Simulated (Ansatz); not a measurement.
YN in space group P-6m2 (No. 187; Y on 1a, N on 1f), a = b = 3.343 Å, c = 3.042 Å, α = β = 90.00°, γ = 120.00°.

Relaxed with r²SCAN.

Problem. Which orbitals make up the states near the band edges in DFT-r²SCAN in the program Ansatz with PAW potentials?

Solution. Top 1 eV of the valence band: N 2p 82 %, Y 4d 13 %. Bottom 1 eV of the conduction band: Y 4d 89 %, N 2p 6 %. Projections are on Löwdin-orthogonalised atomic valence shells; empty p or d shells of many metals are not among them.

Problem. Tabulate the density of states.

Solution. States/eV per cell of 2 atoms, in 0.25 eV bins, energy from the valence-band maximum.

| E (eV) | total | N 2p | Y 4d | Y 5s |
|---|---|---|---|---|
| -7.85 | 0.00 | 0.00 | 0.00 | 0.00 |
| -7.60 | 0.00 | 0.00 | 0.00 | 0.00 |
| -7.35 | 0.00 | 0.00 | 0.00 | 0.00 |
| -7.10 | 0.00 | 0.00 | 0.00 | 0.00 |
| -6.85 | 0.00 | 0.00 | 0.00 | 0.00 |
| -6.60 | 0.00 | 0.00 | 0.00 | 0.00 |
| -6.35 | 0.00 | 0.00 | 0.00 | 0.00 |
| -6.10 | 0.00 | 0.00 | 0.00 | 0.00 |
| -5.85 | 0.00 | 0.00 | 0.00 | 0.00 |
| -5.60 | 0.00 | 0.00 | 0.00 | 0.00 |
| -5.35 | 0.00 | 0.00 | 0.00 | 0.00 |
| -5.10 | 0.00 | 0.00 | 0.00 | 0.00 |
| -4.85 | 0.00 | 0.00 | 0.00 | 0.00 |
| -4.60 | 0.01 | 0.00 | 0.00 | 0.00 |
| -4.35 | 0.11 | 0.06 | 0.04 | 0.01 |
| -4.10 | 0.30 | 0.17 | 0.11 | 0.01 |
| -3.85 | 1.33 | 0.76 | 0.44 | 0.07 |
| -3.60 | 2.57 | 1.51 | 0.82 | 0.14 |
| -3.35 | 2.04 | 1.23 | 0.60 | 0.13 |
| -3.10 | 1.43 | 0.90 | 0.39 | 0.08 |
| -2.85 | 1.09 | 0.71 | 0.29 | 0.05 |
| -2.60 | 1.04 | 0.70 | 0.27 | 0.04 |
| -2.35 | 1.31 | 0.91 | 0.32 | 0.04 |
| -2.10 | 1.54 | 1.11 | 0.34 | 0.04 |
| -1.85 | 2.01 | 1.49 | 0.42 | 0.03 |
| -1.60 | 4.04 | 3.08 | 0.79 | 0.05 |
| -1.35 | 3.26 | 2.57 | 0.57 | 0.02 |
| -1.10 | 1.32 | 1.09 | 0.17 | 0.01 |
| -0.85 | 0.40 | 0.33 | 0.05 | 0.00 |
| -0.60 | 0.13 | 0.10 | 0.02 | 0.00 |
| -0.35 | 0.05 | 0.04 | 0.01 | 0.00 |
| -0.10 | 0.01 | 0.01 | 0.00 | 0.00 |
| 0.15 | 0.00 | 0.00 | 0.00 | 0.00 |
| 0.40 | 0.02 | 0.00 | 0.02 | 0.00 |
| 0.65 | 0.10 | 0.01 | 0.09 | 0.00 |
| 0.90 | 0.40 | 0.02 | 0.35 | 0.01 |
| 1.15 | 0.54 | 0.03 | 0.48 | 0.01 |
| 1.40 | 0.58 | 0.04 | 0.50 | 0.01 |
| 1.65 | 0.63 | 0.05 | 0.54 | 0.01 |
| 1.90 | 0.74 | 0.07 | 0.63 | 0.02 |
| 2.15 | 2.01 | 0.14 | 1.69 | 0.10 |
| 2.40 | 1.35 | 0.12 | 1.10 | 0.06 |
| 2.65 | 1.07 | 0.11 | 0.86 | 0.03 |
| 2.90 | 0.50 | 0.05 | 0.40 | 0.01 |
| 3.15 | 0.05 | 0.00 | 0.05 | 0.00 |
| 3.40 | 0.03 | 0.00 | 0.02 | 0.00 |
| 3.65 | 0.11 | 0.00 | 0.11 | 0.00 |
| 3.90 | 0.23 | 0.01 | 0.19 | 0.01 |
| 4.15 | 0.48 | 0.05 | 0.36 | 0.03 |
| 4.40 | 0.90 | 0.13 | 0.65 | 0.05 |
| 4.65 | 1.29 | 0.23 | 0.92 | 0.06 |
| 4.90 | 1.41 | 0.25 | 1.00 | 0.05 |

The cell is a constructed one: a structure type filled with these elements; the Crystallography Open Database copy checked does not list it. COD files the formula under space group No. 225, so this cell is another polymorph or a model. Its standing as an ambient phase is unchecked. The cell was relaxed with r²SCAN under the symmetry of its start; whether a distortion lowers the energy is not shown. The run is not spin-polarised. Scalar-relativistic: spin–orbit coupling is off unless named, which matters more the heavier the elements.

Potentials: the later of the program's two PAW sets.
